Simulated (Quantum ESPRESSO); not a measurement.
Hf3NbNO7, input and log of a self-consistent run

A calculation, not a measurement. The program is pw.x of Quantum ESPRESSO 7.5 (plane-wave density functional theory). The cell is made up: 12 atoms on a rutile lattice, with randomly drawn elements, strain and displacements, not relaxed. PseudoDojo standard norm-conserving files (v0.5 for PBE, v0.4.1 for LDA and PBEsol) set the functional; there is no spin polarisation, spin-orbit coupling or dispersion term, and the masses in the input are unused placeholders.

The hafnium pseudopotential is less sure than the others, with forces about 3 percent (worst 6) and pressure in oxides about 1.5 GPa (worst 2.7) from a second method in checks, which no rerun with the same files tests.

Input:

```
&control calculation='scf', pseudo_dir='./dojo.nc.sr.pbe.v0_5.standard.upf', outdir='./o', disk_io='medium', tprnfor=.true., tstress=.true. /
&system ibrav=0, nat=12, ntyp=4, nbnd=54, ecutwfc=84.00895049, nosym=.true., tot_charge=0,
 occupations='smearing', smearing='fd', degauss=0.0018374661
/
&electrons conv_thr=7.350e-09, electron_maxstep=60, /
ATOMIC_SPECIES
Hf 1.0 Hf.upf
N 1.0 N.upf
Nb 1.0 Nb.upf
O 1.0 O.upf
CELL_PARAMETERS angstrom
4.8695 0.0145 0.0839
0.0145 4.823 0.0089
0.111 0.0118 6.4405
ATOMIC_POSITIONS angstrom
Hf -0.0027 -0.0008 0.0202
Hf 2.4272 2.335 1.6328
Hf 0.0935 -0.0182 3.2993
Nb 2.5755 2.4073 4.8919
N 1.5341 1.4325 0.0634
O 3.321 3.3745 0.0813
O 3.9516 0.9942 1.7182
O 0.9993 3.9468 1.6711
O 1.4544 1.4694 3.1863
O 3.4831 3.3359 3.2323
O 4.0541 1.0733 4.9532
O 0.9531 3.8861 4.7759
K_POINTS automatic
5 5 4 1 1 1
```

The log is shortened where brackets say so; the opening notice, blank lines, dates and the lines on written files are dropped, and the path of the files is cut. It prints rydbergs, bohrs and kilobars, and counts compression as positive stress. With no partly filled state, the Fermi energy that it prints is only some level between the filled and the empty states on the mesh, and need not lie in the true gap.

```
     Program PWSCF v.7.5
     Parallel version (MPI & OpenMP), running on       1 processor cores
     Number of MPI processes:                 1
     Threads/MPI process:                     1
     [start-up lines left out]
     bravais-lattice index     =            0
     lattice parameter (alat)  =       9.2034  a.u.
     unit-cell volume          =    1020.4308 (a.u.)^3
     number of atoms/cell      =           12
     number of atomic types    =            4
     number of electrons       =        96.00
     number of Kohn-Sham states=           54
     kinetic-energy cutoff     =      84.0090  Ry
     charge density cutoff     =     336.0358  Ry
     scf convergence threshold =      7.3E-09
     mixing beta               =       0.7000
     number of iterations used =            8  plain     mixing
     Exchange-correlation= PBE
                           (   1   4   3   4   0   0   0)
     [axes and pseudopotential details left out]
   Cartesian axes
     site n.     atom                  positions (alat units)
         1        Hf     tau(   1) = (  -0.0005544  -0.0001643   0.0041476  )
         2        Hf     tau(   2) = (   0.4983734   0.4794421   0.3352604  )
         3        Hf     tau(   3) = (   0.0191982  -0.0037370   0.6774403  )
         4        Nb     tau(   4) = (   0.5288236   0.4942873   1.0044465  )
         5        N      tau(   5) = (   0.3149945   0.2941331   0.0130178  )
         6        O      tau(   6) = (   0.6818960   0.6928811   0.0166932  )
         7        O      tau(   7) = (   0.8113761   0.2041376   0.3527954  )
         8        O      tau(   8) = (   0.2051848   0.8103906   0.3431245  )
         9        O      tau(   9) = (   0.2986298   0.3017097   0.6542382  )
        10        O      tau(  10) = (   0.7151797   0.6849554   0.6636833  )
        11        O      tau(  11) = (   0.8324223   0.2203791   1.0170332  )
        12        O      tau(  12) = (   0.1956986   0.7979271   0.9806284  )
     number of k points=    50  Fermi-Dirac smearing, width (Ry)=  0.0018
                       cart. coord. in units 2pi/alat
        k(    1) = (   0.0981197   0.1005136   0.0926486), wk =   0.0400000
        k(    2) = (   0.0948625   0.1001744   0.2817529), wk =   0.0400000
     [further k points left out]
     Dense  grid:   106157 G-vectors     FFT dimensions: (  54,  54,  72)
     Estimated max dynamical RAM per process >     180.90 MB
     Initial potential from superposition of free atoms
     starting charge      95.9921, renormalised to      96.0000
     Starting wfcs are   72 randomized atomic wfcs
     total cpu time spent up to now is       27.8 secs
     per-process dynamical memory:   109.3 Mb
     Self-consistent Calculation
     iteration #  1     ecut=    84.01 Ry     beta= 0.70
     Davidson diagonalization with overlap
     ethr =  1.00E-02,  avg # of iterations =  2.0
     total cpu time spent up to now is       89.8 secs
     total energy              =    -713.58727190 Ry
     estimated scf accuracy    <       6.08821412 Ry
     iteration #  2     ecut=    84.01 Ry     beta= 0.70
     Davidson diagonalization with overlap
     ethr =  6.34E-03,  avg # of iterations =  6.2
     total cpu time spent up to now is      187.8 secs
     total energy              =    -710.17699318 Ry
     estimated scf accuracy    <      37.80066018 Ry
     iteration #  3     ecut=    84.01 Ry     beta= 0.70
     Davidson diagonalization with overlap
     ethr =  6.34E-03,  avg # of iterations =  5.0
     total cpu time spent up to now is      264.2 secs
     total energy              =    -716.36146234 Ry
     estimated scf accuracy    <       4.44929026 Ry
     iteration #  4     ecut=    84.01 Ry     beta= 0.70
     Davidson diagonalization with overlap
     ethr =  4.63E-03,  avg # of iterations =  2.0
     total cpu time spent up to now is      311.6 secs
     total energy              =    -716.73296589 Ry
     estimated scf accuracy    <       0.75806657 Ry
     iteration #  5     ecut=    84.01 Ry     beta= 0.70
     Davidson diagonalization with overlap
     ethr =  7.90E-04,  avg # of iterations =  5.7
     total cpu time spent up to now is      370.6 secs
     total energy              =    -716.71449638 Ry
     estimated scf accuracy    <       0.32128887 Ry
     [iterations 6 to 12 left out]
     iteration # 13     ecut=    84.01 Ry     beta= 0.70
     Davidson diagonalization with overlap
     ethr =  6.71E-09,  avg # of iterations =  3.0
     total cpu time spent up to now is      852.2 secs
     total energy              =    -716.75321611 Ry
     estimated scf accuracy    <       0.00000676 Ry
     iteration # 14     ecut=    84.01 Ry     beta= 0.70
     Davidson diagonalization with overlap
     ethr =  6.71E-09,  avg # of iterations =  3.7
     total cpu time spent up to now is      916.5 secs
     total energy              =    -716.75321746 Ry
     estimated scf accuracy    <       0.00000131 Ry
     iteration # 15     ecut=    84.01 Ry     beta= 0.70
     Davidson diagonalization with overlap
     ethr =  1.36E-09,  avg # of iterations =  3.1
     total cpu time spent up to now is      972.7 secs
     total energy              =    -716.75321764 Ry
     estimated scf accuracy    <       0.00000009 Ry
     iteration # 16     ecut=    84.01 Ry     beta= 0.70
     Davidson diagonalization with overlap
     ethr =  9.76E-11,  avg # of iterations =  4.7
     total cpu time spent up to now is     1043.9 secs
     total energy              =    -716.75321767 Ry
     estimated scf accuracy    <       0.00000002 Ry
     iteration # 17     ecut=    84.01 Ry     beta= 0.70
     Davidson diagonalization with overlap
     ethr =  2.05E-11,  avg # of iterations =  2.1
     total cpu time spent up to now is     1094.9 secs
     End of self-consistent calculation
          k = 0.0981 0.1005 0.0926 ( 13282 PWs)   bands (ev):
   -51.2171 -50.9201 -50.5427 -46.1045 -22.2093 -22.1878 -21.9811 -20.2429
   -19.9986 -19.8765 -19.7522 -19.7354 -19.6332 -19.4609 -19.3270 -19.3046
    -8.2368  -7.6175  -7.4023  -7.1388  -6.7018  -6.6755  -6.1969  -1.8685
     3.8205   4.4999   5.0435   5.1256   5.2650   5.4673   5.6758   5.9111
     5.9674   6.1702   6.6436   6.7950   6.9915   7.1679   7.5782   7.6636
     7.7902   8.0367   8.2118   8.4471   8.8303   8.9044   9.2749   9.8149
    11.7771  11.9476  12.4049  13.4351  14.5040  14.6598
     [levels at the other k points left out]
     the Fermi energy is    10.9390 ev
!    total energy              =    -716.75321767 Ry
     estimated scf accuracy    <          2.3E-09 Ry
     smearing contrib. (-TS)   =      -0.00000000 Ry
     internal energy E=F+TS    =    -716.75321767 Ry
     The total energy is F=E-TS. E is the sum of the following terms:
     one-electron contribution =    -175.83611649 Ry
     hartree contribution      =     137.17565683 Ry
     xc contribution           =    -176.53458522 Ry
     ewald contribution        =    -501.55817279 Ry
     convergence has been achieved in  17 iterations
     Forces acting on atoms (cartesian axes, Ry/au):
     atom    1 type  1   force =     0.02129570    0.01066869    0.07982532
     atom    2 type  1   force =     0.00080498    0.02450436    0.00350732
     atom    3 type  1   force =    -0.04250136    0.01036437   -0.11688241
     atom    4 type  3   force =    -0.03838654   -0.03093091    0.09419523
     atom    5 type  2   force =     0.01282190    0.03062272   -0.13957851
     atom    6 type  4   force =     0.00298003    0.00710597   -0.08520777
     atom    7 type  4   force =     0.00819586   -0.02352760   -0.01195275
     atom    8 type  4   force =    -0.00716993   -0.01302433   -0.01554483
     atom    9 type  4   force =     0.04990885    0.03571185    0.08378303
     atom   10 type  4   force =    -0.03542168   -0.01053024    0.06287354
     atom   11 type  4   force =    -0.03918846    0.01561641   -0.01485340
     atom   12 type  4   force =     0.06666067   -0.05658128    0.05983523
     Total force =     0.304781     Total SCF correction =     0.000089
     Computing stress (Cartesian axis) and pressure
          total   stress  (Ry/bohr**3)                   (kbar)     P=        6.05
   0.00007611   0.00003735  -0.00009110           11.20        5.49      -13.40
   0.00003735   0.00015352  -0.00002947            5.49       22.58       -4.34
  -0.00009110  -0.00002947  -0.00010623          -13.40       -4.34      -15.63
     init_run     :     24.73s CPU     27.16s WALL (       1 calls)
     electrons    :   1017.91s CPU   1067.16s WALL (       1 calls)
     forces       :      9.86s CPU      9.96s WALL (       1 calls)
     stress       :     39.18s CPU     40.44s WALL (       1 calls)
     [timing details left out]
     PWSCF        :  18m12.01s CPU  19m 6.65s WALL
     JOB DONE.
```

In other units: free energy -9751.924 eV for the cell, pressure 0.61 GPa, largest force component 3.589 eV/Å. A rerun of this cell at a cutoff of 1467 eV and k mesh 7 x 7 x 6 moved values by no more than 0.004 eV in energy, 0.04 GPa in stress and 0.003 eV/Å in force.